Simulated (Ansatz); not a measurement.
SiC (rock salt, space group No. 225) under volume change, r²SCAN in the plane-wave PAW code Ansatz, scaled uniformly.

| V (Å³/atom) | E − E(relaxed) (meV/atom) | P (GPa) |
|---|---|---|
| 7.435 | 64.1 | 30.85 |
| 7.681 | 26.5 | 18.59 |
| 7.926 | 6.2 | 8.37 |
| 8.171 | 0.0 | 0.00 |
| 8.416 | 6.1 | -7.58 |
| 8.661 | 22.6 | -13.99 |
| 8.906 | 47.9 | -18.90 |

What does a third-order Birch–Murnaghan fit give for V₀, B₀ and B′?

V₀ = 8.16 Å³/atom, B₀ = 266 GPa, B′ = 4.6.

Space group Fm-3m (rock salt). This is a known high-pressure phase of the composition, computed here at zero pressure and temperature. The cell was relaxed with r²SCAN under the symmetry of its start; whether a distortion lowers the energy is not shown. Its formation energy is positive at this level, so the cell may be metastable or incomplete.

Potentials: the earlier of the program's two PAW sets.
